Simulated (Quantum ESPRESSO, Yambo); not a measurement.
PtS$_{2}$ monolayer: DFT and GW levels

```
CELL_PARAMETERS angstrom
      3.53447     0.00000     0.00000
     -1.76723     3.06094     0.00000
      0.00000     0.00000    15.50000
ATOMIC_POSITIONS crystal
  S  0.33333 0.66667 0.07847
  S  0.66667 0.33333 0.92153
  Pt 0.00000 0.00000 0.00000
```

The layer was cut from Materials Project entry mp-762 and relaxed with PBEsol in a cell 15.5 Å high, with the Coulomb interaction truncated along z.

Starting point: PBEsol (pw.x of Quantum ESPRESSO, ONCV potentials, with spin-orbit coupling). G0W0 in Yambo: 6×6×1 Γ-centred k mesh, bands 9 to 172 and a 6 Ry block in the screening, 172 bands in G with the Bruneval-Gonze terminator, plasmon pole fitted at 27.2 eV, slab-truncated Coulomb interaction, stochastic integration of W near q = 0.

| Property | Result |
|---|---|
| PBEsol gap along the band path | 1.75 eV |
| PBEsol gap between the mesh's edge points ((0.167, 0.167) → (0, 0.167)) | 2.01 eV |
| G0W0 gap between the same points | 3.25 eV |
| PBEsol smallest direct gap on the mesh (at (0, 0.167)) | 2.03 eV |
| G0W0 direct gap at that point | 3.20 eV |
| smallest G0W0 gap among all computed states (the edges move to other k points) | 3.20 eV |

| k point | band | E PBEsol (eV) | E QP (eV) | shift (eV) | Z |
|---|---|---|---|---|---|
| Γ | VB | -0.26 | -0.78 | -0.52 | 0.74 |
| Γ | CB | 3.13 | 3.92 | 0.80 | 0.74 |
| (0, 0.167) | VB−2 | -0.30 | -0.85 | -0.55 | 0.74 |
| (0, 0.167) | VB−1 | -0.01 | -0.40 | -0.38 | 0.74 |
| (0, 0.167) | VB | -0.01 | -0.40 | -0.38 | 0.74 |
| (0, 0.167) | CB | 2.01 | 2.80 | 0.79 | 0.75 |
| (0, 0.167) | CB+1 | 2.01 | 2.80 | 0.79 | 0.75 |
| M | VB | -1.50 | -2.12 | -0.62 | 0.73 |
| M | CB | 2.81 | 3.65 | 0.84 | 0.74 |
| (0.167, 0.167) | VB | 0.00 | -0.45 | -0.45 | 0.74 |
| (0.167, 0.167) | CB | 2.04 | 2.83 | 0.79 | 0.75 |
| K | VB | -0.70 | -0.97 | -0.26 | 0.74 |
| K | CB | 2.09 | 2.91 | 0.82 | 0.75 |

Energies count from the PBEsol valence-band maximum.

Nearest settings tried, and what they do to the gap: 114 bands in W, 114 bands in G: +3 meV; 2 Ry block (69 vectors against 317): -53 meV. Not varied: mesh, cell height. So the settings aren't converged at that level.
